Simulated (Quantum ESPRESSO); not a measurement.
pw.x input (Quantum ESPRESSO 7.5; LDA, PseudoDojo standard norm-conserving files, scalar-relativistic):

```
&CONTROL
  calculation = 'scf'
  pseudo_dir = './pseudo'
  outdir = './out'
  tprnfor = .true.
  tstress = .true.
/
&SYSTEM
  ibrav = 0
  nat = 8
  ntyp = 4
  ecutwfc = 92.0
  ecutrho = 368.0
  occupations = 'smearing'
  smearing = 'fd'
  degauss = 0.002
  nbnd = 67
/
&ELECTRONS
  conv_thr = 8e-10
/
ATOMIC_SPECIES
O 15.9990 O.upf
Cu 63.5460 Cu.upf
Se 78.9710 Se.upf
Bi 208.9804 Bi.upf
CELL_PARAMETERS angstrom
  3.949710000000   0.000000000000   0.000000000000
  0.000000000000   3.949710000000   0.000000000000
  0.000000000000   0.000000000000   9.067510000000
ATOMIC_POSITIONS crystal
O   0.500000000000   0.500000000000   0.000000000000
O   0.000000000000   0.000000000000   0.000000000000
Cu   0.000000000000   0.000000000000   0.500000000000
Cu   0.500000000000   0.500000000000   0.500000000000
Se   0.500000000000   0.000000000000   0.672820000000
Se   0.000000000000   0.500000000000   0.327180000000
Bi   0.000000000000   0.500000000000   0.860180000000
Bi   0.500000000000   0.000000000000   0.139820000000
K_POINTS automatic
8 8 4 0 0 0
```

End of the output:

```

[...]
     the Fermi energy is    12.0878 ev
!    total energy              =   -1635.36358935 Ry
     estimated scf accuracy    <          2.4E-10 Ry
     smearing contrib. (-TS)   =      -0.00003492 Ry
     internal energy E=F+TS    =   -1635.36355444 Ry
     The total energy is F=E-TS. E is the sum of the following terms:
     one-electron contribution =   -1041.89979112 Ry
     hartree contribution      =     576.28917536 Ry
     xc contribution           =    -288.76893228 Ry
     ewald contribution        =    -880.98400640 Ry
     convergence has been achieved in  14 iterations
     Forces acting on atoms (cartesian axes, Ry/au):
     atom    1 type  1   force =     0.00000000    0.00000000    0.00000000
     atom    2 type  1   force =     0.00000000    0.00000000    0.00000000
     atom    3 type  2   force =     0.00000000    0.00000000    0.00000000
     atom    4 type  2   force =     0.00000000    0.00000000    0.00000000
     atom    5 type  3   force =     0.00000000    0.00000000   -0.01515508
     atom    6 type  3   force =     0.00000000    0.00000000    0.01515508
     atom    7 type  4   force =     0.00000000    0.00000000    0.01849769
     atom    8 type  4   force =     0.00000000    0.00000000   -0.01849769
     Total force =     0.033818     Total SCF correction =     0.000116
     Computing stress (Cartesian axis) and pressure
          total   stress  (Ry/bohr**3)                   (kbar)     P=      -73.81
  -0.00051891   0.00000000   0.00000000          -76.33        0.00        0.00
   0.00000000  -0.00051891   0.00000000            0.00      -76.33        0.00
   0.00000000   0.00000000  -0.00046753            0.00        0.00      -68.78
```
In a gapped system the printed Fermi energy is only some level inside the gap.

Spin-orbit coupling is not included.

Geometry of the Materials Project entry, not relaxed at this level.
